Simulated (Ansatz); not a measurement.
HfO₂:
```xyz
3
Lattice="3.2297 0.0000 0.0000 -1.6148 2.7970 0.0000 0.0000 0.0000 4.6778" Properties=species:S:1:pos:R:3 pbc="T T T"
Hf     0.0000     0.0000     0.0000
O      0.0000     1.8646     0.9591
O      1.6148     0.9323     3.7187
```

Relaxed with r²SCAN+D4. Special points in fractions of this cell's reciprocal vectors: Γ (0.000, 0.000, 0.000); M (0.500, 0.000, 0.000); K (0.333, 0.333, 0.000); A (0.000, 0.000, 0.500); L (0.500, 0.000, 0.500); H (0.333, 0.333, 0.500).

Question: List the band energies nearest the valence-band maximum at these points for the program Ansatz at the r²SCAN+D4 with spin–orbit coupling level (PAW).

Answer: In eV from the valence-band maximum; about four levels below and three above (degenerate sets whole), none deeper than 8.9 eV; points with the same levels are listed once.

```json
[
 {"k": "Γ", "below": "-0.25 -0.25 -0.12 -0.12", "above": "5.60 5.60 5.68 5.68"},
 {"k": "M", "below": "-1.16 -1.16 -0.83 -0.83", "above": "5.08 5.08 6.37 6.37"},
 {"k": "K", "below": "-1.38 -1.38 -0.64 -0.64", "above": "5.05 5.05 6.74 6.74"},
 {"k": "A", "below": "-0.45 -0.45 -0.32 -0.32", "above": "5.55 5.55 5.60 5.60"},
 {"k": "L", "below": "-1.05 -1.05 -0.22 -0.22", "above": "5.52 5.52 6.71 6.71"},
 {"k": "H", "below": "-1.12 -1.12 -0.96 -0.96", "above": "5.89 5.89 6.92 6.92"}
]
```

Space group P-3m1 (CdI2 type). A made-up cell: these elements were put on the sites of a structure type; neither database checked (COD, Materials Project) lists it. It is not the phase usual at ambient conditions (space group No. 14, 29). The r²SCAN+D4 relaxation kept the symmetry of its start; its stability against distortions is not shown here. No spin polarisation was allowed.

Potentials: the earlier of the program's two PAW sets.
